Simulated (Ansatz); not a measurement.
Here is the system:

SiNi₃ (Cu3Au type, Pm-3m), a = b = c = 3.5061 Å, α = β = γ = 90.00°.

This is the PBE-relaxed structure.

Task: All from DFT-PBE in the program Ansatz with PAW potentials, unless another level is named. Predict the electronic character.

Result: metallic (no gap).

Task: Predict the density of states at the Fermi level.

Result: 0.54 states/eV per atom (mean over ±0.08 eV).

Task: Next, the formation energy from the elements (no fitted shifts)?

Result: -0.46 eV/atom.

The PBE relaxation kept the symmetry of its start. The workflow began spin-polarised and lost its moments. The references are the lowest solids computed at this level, not always the standard phases.

Potentials: the later of the program's two PAW sets.
